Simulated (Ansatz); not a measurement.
AlPt$_{3}$ in space group P4/mbm (No. 127; Al on 4f, Pt on 4g, Pt on 4e, Pt on 4h) at seven volumes, plane-wave PAW PBEsol (Ansatz code), shape and atoms relaxed at each. One row is withheld.

```tsv
V (Å³/atom)	P (GPa)
13.250	29.82
13.687	18.01
14.124	?
14.561	-0.01
14.997	-6.81
15.434	-12.44
15.871	-17.09
```

**Question.** Fit the shown pressures and predict the withheld one.

**Answer.** Third-order Birch–Murnaghan: P = (3/2)B₀(x^(7/2) − x^(5/2))[1 + (3/4)(B′ − 4)(x − 1)] with x = (V₀/V)^(2/3). Least squares on the six rows gives V₀ = 14.560 Å³/atom, B₀ = 247.9 GPa, B′ = 5.17. At V = 14.124, x = 1.0205 and P = 8.15 GPa. The run itself gave 8.18 GPa.

The workflow started from a Materials Project entry (that database holds measured and hypothetical structures alike); the Crystallography Open Database copy checked does not list it. Whether it is the stable phase at ambient conditions was not checked. The cell was relaxed with PBEsol under the symmetry of its start; whether a distortion lowers the energy is not shown. The run is not spin-polarised. Spin–orbit coupling is left out wherever it is not named.

Potentials: the later of the program's two PAW sets.
